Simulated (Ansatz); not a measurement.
BP:
```yaml
crystal:
  lattice:
    - [0.00000, 2.26832, 2.26832]
    - [2.26832, 0.00000, 2.26832]
    - [2.26832, 2.26832, 0.00000]
  atoms:
    - { symbol: P, position: [0.75000, 0.75000, 0.75000] }
    - { symbol: B, position: [0.00000, 0.00000, 0.00000] }
```

Cartesian axes are those of the cell as given.

Task: Give the high-frequency dielectric tensor and the Born effective charge tensors of the independent atoms from DFPT, the program Ansatz at the r²SCAN level (PAW).

Result: 
ε∞:
```
8.74  0.00  0.00
0.00  8.74  0.00
0.00  0.00  8.74
```
Z* of atom 1 (P), rows: field, columns: displacement, in e:
```
0.46  0.00  0.00
0.00  0.46  0.00
0.00  0.00  0.46
```
Z* of atom 2 (B), rows: field, columns: displacement, in e:
```
-0.46   0.00   0.00
 0.00  -0.46   0.00
 0.00   0.00  -0.46
```

Static charges for comparison (Bader): P1 -0.64, B2 +0.64 e. Born charges measure polarisation by displacement and can exceed these by far.

Space group F-43m (zinc blende). The cell was relaxed with r²SCAN under the symmetry of its start; phonons on a q-mesh show no instability.

Potentials: the later of the program's two PAW sets.
